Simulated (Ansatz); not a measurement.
A crystal relaxed with r2SCAN in Ansatz 0.2.0 has space group P3m1 (No. 156) and a = 3.879 Å, c = 12.801 Å.

| atom | site | x | y | z |
| --- | --- | --- | --- | --- |
| Xx | 1c | 0.6667 | 0.3333 | 0.9966 |
| Xx | 1c | 0.6667 | 0.3333 | 0.5030 |
| Xx | 1b | 0.3333 | 0.6667 | 0.7497 |
| As | 1b | 0.3333 | 0.6667 | 0.2492 |
| Ga | 1c | 0.6667 | 0.3333 | 0.8112 |
| Ga | 1c | 0.6667 | 0.3333 | 0.3182 |
| Ga | 1b | 0.3333 | 0.6667 | 0.5644 |
| Ga | 1b | 0.3333 | 0.6667 | 0.0575 |

r2SCAN gives a direct gap of 1.40 eV at Γ. HSE06 gives a direct gap of 1.80 eV at Γ. Meshes: r2SCAN 12×12×2, HSE06 6×6×2.

Q: Which element is Xx?
A. Sb
B. P
C. N
D. Bi

A: B. Xx is P: an ordered 8-atom cell of Ga4AsP3 on the wurtzite lattice (P3m1). P is surrounded by 4 Ga at 2.37 Å; As is surrounded by 4 Ga at 2.41–2.45 Å; Ga is surrounded by 4 P at 2.37 Å; Ga is surrounded by 1 P at 2.37 Å and 3 As at 2.41 Å; Ga is surrounded by 3 P at 2.37 Å and 1 As at 2.45 Å.

Spin-unpolarised throughout. Whether this structure exists isn't addressed.

Spin-orbit coupling is left out.

The meshes of the hybrids are coarse, so their gaps aren't converged to the digits shown.
